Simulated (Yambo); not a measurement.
## RbCdF3: lowest vertical excitons

```xyz
5
Lattice="4.4250 0.0000 0.0000 0.0000 4.4250 0.0000 0.0000 0.0000 4.4250" Properties=species:S:1:pos:R:3 pbc="T T T"
F      0.0000     2.2125     2.2125
F      2.2125     0.0000     2.2125
F      2.2125     2.2125     0.0000
Rb     0.0000     0.0000     0.0000
Cd     2.2125     2.2125     2.2125
```

The geometry is that of Materials Project entry mp-6951, symmetrised and not relaxed again.

BSE in Yambo on PBEsol (Quantum ESPRESSO, PseudoDojo norm-conserving, 102 Ry, scalar-relativistic) bands: 8×8×8 mesh, 9 valence and 3 conduction bands, static screening with 57 bands and a 3 Ry block, scissor 3.33 eV, Tamm-Dancoff; field along x.

```
state  energy (eV)  states within 2 meV  relative strength   class    main transitions
-----  -----------  -------------------  -----------------  ------  ------------------
1             6.92                    3               1.00  strong  several band pairs
2             7.00                    3             < 0.01    dark  several band pairs
3             7.56                    3               0.12  strong  several band pairs
4             7.61                    3             < 0.01    dark  several band pairs
5             7.66                    3             < 0.01    dark  several band pairs
6             7.67                    2             < 0.01    dark  several band pairs
7             7.68                    3             < 0.01    dark  several band pairs
8             7.78                    3             < 0.01    dark  several band pairs
```

These are vertical excitations (zero momentum); the indirect quasiparticle gap, about 6.21 eV, is smaller than the direct one (7.93 eV on the GW mesh). The direct quasiparticle gap on this mesh is 7.93 eV; counted from there, state 1 is bound by 1.01 eV. Convergence with the mesh was not shown.

Spin singlets only. Strengths are relative to the strongest of the lowest states of this run; strong means a line over 3 % of the spectrum's maximum, dark under 0.03 %. Absolute energies carry the error of the G0W0 scissor, whose convergence isn't established.

Spin-orbit splittings are left out. The cell is held in this high symmetry; tilts and polar distortions were not searched.

The structure is a Materials Project entry; no match was found in the copy of COD used, and its stability was not checked.
